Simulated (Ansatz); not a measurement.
TiAu4 in space group I4/m (No. 87; Ti on 2a, Au on 8h) at seven volumes, plane-wave PAW LDA (Ansatz code), shape and atoms relaxed at each. One row is withheld.

```tsv
V (Å³/atom)	P (GPa)
14.654	23.65
15.137	14.24
15.620	?
16.103	0.00
16.586	-5.31
17.069	-9.66
17.552	-13.20
```

### Question
Fit the shown pressures and predict the withheld one.

### Answer
Third-order Birch–Murnaghan: P = (3/2)B₀(x^(7/2) − x^(5/2))[1 + (3/4)(B′ − 4)(x − 1)] with x = (V₀/V)^(2/3). Least squares on the six rows gives V₀ = 16.103 Å³/atom, B₀ = 194.1 GPa, B′ = 5.46. At V = 15.620, x = 1.0205 and P = 6.42 GPa. The run itself gave 6.45 GPa.

The first step of the workflow began from a Materials Project structure, measured or hypothetical; the Crystallography Open Database copy checked does not list it. With Ti and Au taken as one species the cell has the higher symmetry Fm-3m, so it may be an ordered model of a mixed-site phase. Its standing as an ambient phase is unchecked. The LDA relaxation kept the symmetry of its start; its stability against distortions is not shown here. No spin polarisation was allowed. Spin–orbit coupling is left out wherever it is not named.

Potentials: the later of the program's two PAW sets.
